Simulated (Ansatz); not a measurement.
Values for one crystal, relaxed and computed with PBEsol (plane waves, PAW; program Ansatz); other levels are named.

```yaml
volume_per_atom: 23.34 Å³
electronic_character: metallic (no gap)
Density of states at the Fermi level: 0.36 states/eV per atom (mean over ±0.08 eV)
Bulk modulus (Birch–Murnaghan fit): 35.3 GPa
Poisson's ratio: 0.27
zone_centre_stability: no imaginary mode at Γ
Pressure derivative B′: 4.0
```

**Question.** Which of these materials gives this?
(A) Mg, Fd-3m (Mg on 8a, Mg on 16d)
(B) Al, diamond
(C) Ir, simple cubic
(D) Fe, diamond

**Answer.** A, Mg, Fd-3m (Mg on 8a, Mg on 16d)

The start of the workflow was typed in or built on a structure type; neither database checked (COD, Materials Project) lists it. It is not the phase usual at ambient conditions (space group No. 194). The cell was relaxed with PBEsol under the symmetry of its start.

Potentials: the later of the program's two PAW sets.
